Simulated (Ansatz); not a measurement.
CuSn:
```
CELL_PARAMETERS angstrom
      4.12041     0.00000     0.00000
     -2.06020     3.56838     0.00000
      0.00000     0.00000     4.97434
ATOMIC_POSITIONS crystal
  Cu 0.00000 0.00000 0.00000
  Cu 0.00000 0.00000 0.50000
  Sn 0.33333 0.66667 0.25000
  Sn 0.66667 0.33333 0.75000
```

Relaxed with PBEsol. Special points in fractions of this cell's reciprocal vectors: Γ (0.000, 0.000, 0.000); M (0.500, 0.000, 0.000); K (0.333, 0.333, 0.000); A (0.000, 0.000, 0.500); L (0.500, 0.000, 0.500); H (0.333, 0.333, 0.500).

Question: List the band energies nearest the Fermi level at these points for plane-wave PAW PBEsol (Ansatz code).

Answer: In eV from the Fermi level; about four levels below and three above (degenerate sets whole), none deeper than 8.9 eV; points with the same levels are listed once.

```csv
k,below,above
Γ,-3.42 -3.42 -2.86 -2.86 -1.33,1.04 1.04 2.28 2.28
M,-2.21 -1.82 -1.70 -1.01,0.92 3.06 4.81
K,-2.87 -2.87 -1.03 -0.20 -0.20,1.05 1.05 2.57
A,-3.48 -3.48 -3.48 -3.48,1.93 1.93 2.25 2.25 2.25 2.25
L,-3.36 -3.36 -3.09 -3.09,0.23 0.23 1.67 1.67
H,-2.78 -2.78 -2.44 -2.44,5.76 5.76 7.88 7.88
```

Space group P6_3/mmc (NiAs type). The workflow started from a Materials Project entry (that database holds measured and hypothetical structures alike); the Crystallography Open Database files this formula in space group No. 194, but the cells were not matched. Its standing as an ambient phase is unchecked. The cell was relaxed with PBEsol under the symmetry of its start; its stability against distortions is not shown here. No spin polarisation was allowed. Scalar-relativistic: spin–orbit coupling is off unless named, which matters more the heavier the elements.

Potentials: the later of the program's two PAW sets.
